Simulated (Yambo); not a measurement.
BP (zinc blende, space group F-43m, No. 216): how the kernel and the scissor change the optical response along x (Yambo; 16×16×16 mesh, 15 bands, 4 Ry local-field block, 0.2 eV broadening).

```json
[
 {"level": "independent particles on PBEsol bands", "ε(0)": "9.67", "highest point of Im ε up to 20 eV": "5.75 eV"},
 {"level": "RPA with local fields on PBEsol bands", "ε(0)": "9.04", "highest point of Im ε up to 20 eV": "6.25 eV"},
 {"level": "RPA with local fields on PBEsol bands shifted by a G0W0 scissor of 0.91 eV", "ε(0)": "8.03", "highest point of Im ε up to 20 eV": "7.12 eV"},
 {"level": "TDDFT with the long-range kernel (α = 0.36, from Botti's fit to the run's own RPA ε∞) on PBEsol bands shifted by a G0W0 scissor of 0.91 eV", "ε(0)": "9.82", "highest point of Im ε up to 20 eV": "6.25 eV"}
]
```

Energies lie on a grid of 0.125 eV. The kernel's α comes from the scissored RPA value.

Electronic response only. Convergence of the RPA response with its 16×16×16 mesh was not tested. The scissor comes from a G0W0 run whose convergence isn't established.

Geometry relaxed with PBEsol; primitive cell a = b = c = 3.197 Å, α = β = γ = 60.00°.
